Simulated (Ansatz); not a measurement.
According to DFT-PBE in the program Ansatz with PAW potentials, ScPtN₂ in the trigonal phase (R-3m; Sc on 3b, Pt on 3a, N on 6c) relaxes to a = 3.263 Å, c = 17.966 Å. Sc has 6 nearest neighbours from 2.19 Å (octahedral); Pt has 2 nearest neighbours from 1.88 Å (linear). Its formation energy from the elements is -0.21 eV/atom, with no fitted shifts.

Electronic character: metallic (no gap).

The bulk modulus is 105 GPa.

The start of the workflow was typed in or built on a structure type; neither database checked (COD, Materials Project) lists it. Whether it is the stable phase at ambient conditions was not checked. The cell was relaxed with PBE under the symmetry of its start; its stability against distortions is not shown here. The run is not spin-polarised. With an odd number of electrons in the cell and no spin polarisation, the count alone makes it a metal. The references are the lowest solids computed at this level, not always the standard phases (solids in place of the gases). Scalar-relativistic: spin–orbit coupling is off unless named, which matters more the heavier the elements.

Potentials: the earlier of the program's two PAW sets.
